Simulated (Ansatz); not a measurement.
Input:

RbIO3:
```cif
data_IO3Rb
_chemical_formula_sum 'Rb1 I1 O3'
_space_group_name_H-M_alt 'P 1'
_space_group_IT_number 1
_cell_length_a 4.54120
_cell_length_b 4.54120
_cell_length_c 4.54120
_cell_angle_alpha 89.697
_cell_angle_beta 89.697
_cell_angle_gamma 89.697
loop_
_space_group_symop_operation_xyz
  'x, y, z'
loop_
_atom_site_label
_atom_site_type_symbol
_atom_site_fract_x
_atom_site_fract_y
_atom_site_fract_z
_atom_site_occupancy
Rb1 Rb 0.51327 0.51327 0.51327 1
I1 I 0.00091 0.00091 0.00091 1
O1 O 0.03692 0.60367 0.03692 1
O2 O 0.03692 0.03692 0.60367 1
O3 O 0.60367 0.03692 0.03692 1
```

This is the r²SCAN-relaxed structure.

**Question.** All from r²SCAN in the plane-wave PAW code Ansatz, unless another level is named. Estimate the HSE06 gap on the r²SCAN cell.

**Answer.** 3.98 eV.

**Question.** What about the hole effective mass?

**Answer.** 0.69, 1.6, 1.6 mₑ (principal values).

**Question.** Predict the valence-band maximum.

**Answer.** at T.

Space group R3m. The first step of the workflow began from a Materials Project structure, measured or hypothetical; the Crystallography Open Database copy checked does not list it. Whether it is the stable phase at ambient conditions was not checked. Symmetry was held in the r²SCAN relaxation; its stability against distortions is not shown here. Scalar-relativistic: spin–orbit coupling is off unless named, which matters more the heavier the elements.

Potentials: the later of the program's two PAW sets.
